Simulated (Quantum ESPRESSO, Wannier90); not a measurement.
## Wannierisation of K2Te (anti-fluorite)

Cell from Materials Project (mp-1747), symmetrised, no further relaxation. COD (Crystallography Open Database) has an entry of this formula and space group (matched by these alone). Computed values, not measurements, from LDA: Quantum ESPRESSO (norm-conserving PseudoDojo potentials, cutoff 66 Ry, no spin polarisation, no spin-orbit coupling) on a Γ-centred 8×8×8 mesh, then Wannier90. Density: 8×8×8 mesh, cold smearing 0.01 Ry. Spin-orbit coupling is left out although heavy elements are present.

```
begin unit_cell_cart
ang
    0.0000000000    4.0911900000    4.0911900000
    4.0911900000    0.0000000000    4.0911900000
    4.0911900000    4.0911900000    0.0000000000
end unit_cell_cart
mp_grid = 8 8 8
```

Neighbour vectors b of the finite-difference formula (Å⁻¹), by shell:

```json
[
 {"shell": "1", "b_x": "0.09599", "b_y": "0.09599", "b_z": "-0.09599"},
 {"shell": "1", "b_x": "0.09599", "b_y": "-0.09599", "b_z": "0.09599"},
 {"shell": "1", "b_x": "-0.09599", "b_y": "0.09599", "b_z": "0.09599"},
 {"shell": "1", "b_x": "0.09599", "b_y": "0.09599", "b_z": "0.09599"},
 {"shell": "1", "b_x": "-0.09599", "b_y": "-0.09599", "b_z": "0.09599"},
 {"shell": "1", "b_x": "-0.09599", "b_y": "0.09599", "b_z": "-0.09599"},
 {"shell": "1", "b_x": "0.09599", "b_y": "-0.09599", "b_z": "-0.09599"},
 {"shell": "1", "b_x": "-0.09599", "b_y": "-0.09599", "b_z": "-0.09599"}
]
```

Find the weights w_b from the completeness condition Σ_b w_b b_α b_β = δ_αβ.

Shell 1: Σ b_x² = 0.074, Σ b_y² = 0.074, Σ b_z² = 0.074 Å⁻²
Each of the three diagonal sums, weighted, has to give 1 and the off-diagonal ones 0, which holds for w_1 = 13.6 Å². Check on xx: 13.57×0.074 = 1.00.

On this mesh the 4 functions of bands 14-17 (valence bands; start: SCDM (isolated), conv_tol = 1.0e-6) end with spreads 2.5614, 2.5620, 2.5612, 2.5663 Å², Ω_I = 8.6894 Å² and Ω_D = 0.0000 Å².

Ω_total is the sum of the spreads, 10.251 Å². Ω_OD = Ω_total − Ω_I − Ω_D = 1.562 Å². Only (Ω_D + Ω_OD)/Ω_total = 15.2 % depends on the gauge, and another start could lower the total by that share at most. The rms radius is √(Ω_total/4) = 1.60 Å.
